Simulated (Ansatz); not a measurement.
A geometry of Ga away from equilibrium: step 15 of the relaxation of a randomly generated symmetric cell of Ga (space group No. 123). Method: PBE (plane waves to 420 eV, PAW, scalar-relativistic; Ansatz, a first-principles code). Γ-centred k-mesh 11×11×4 on the run's cell (coarser than for final values), Fermi–Dirac smearing 0.05 eV.

```xyz
3
Lattice="3.6239 0.0000 0.0000 0.0000 3.6239 0.0000 0.0000 0.0000 4.4455" Properties=species:S:1:pos:R:3:forces:R:3 pbc="T T T" free_energy=-11348.636 pressure_GPa=4.8
Ga     0.0000     1.8119     2.2228    0.0000    0.0000    0.0000
Ga     1.8119     0.0000     2.2228    0.0000    0.0000    0.0000
Ga     0.0000     0.0000     0.0000    0.0000    0.0000    0.0000
```

Positions in Å, forces in eV/Å, free energy of the cell in eV (comparable only within this code, potentials and settings). Largest force: all forces are below 0.005 eV/Å.

No spin polarisation in the result.

The run could not lose the symmetry of its start: the end is stationary, and may be a saddle point rather than a minimum.

All atoms sit on sites fixed by symmetry, so only the cell could relax.

The end of the path is a generated cell of Ga: the first start was made by a random draw of sites in a space group, and the end was not matched to a known phase here, so it may be hypothetical. Known forms of Ga include space group No. 64.
